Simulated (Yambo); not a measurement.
G0W0@PBEsol for K2LiAlF6 (space group Fm-3m, No. 225) in Yambo. Reference settings: 2×2×2 Γ-centred k mesh, bands 2 to 191 and a 7 Ry block in the screening, 191 bands in G with the Bruneval-Gonze terminator, plasmon pole fitted at 27.2 eV. The PBEsol gap Γ → Γ on this mesh is 7.32 eV; G0W0 gaps are taken between the same points.

The settings were changed. The gap went from 11.53 eV to 11.37 eV, and the shift of the valence edge from -2.68 eV to -2.10 eV.

**Question.** What was changed between the two runs?
(A) no terminator
(B) 3 Ry block
(C) 96 bands in W
(D) 80 bands in G, no terminator

**Answer.** D, 80 bands in G, no terminator. The others gave (gap, valence shift): 3 Ry block: 11.86, -3.14 eV; no terminator: 11.42, -2.45 eV; 96 bands in W: 11.76, -2.62 eV.

Geometry of the Materials Project entry, not relaxed at this level; primitive cell a = b = c = 5.642 Å, α = β = γ = 60.00°.

A shift is the quasiparticle energy of the state minus its PBEsol energy.
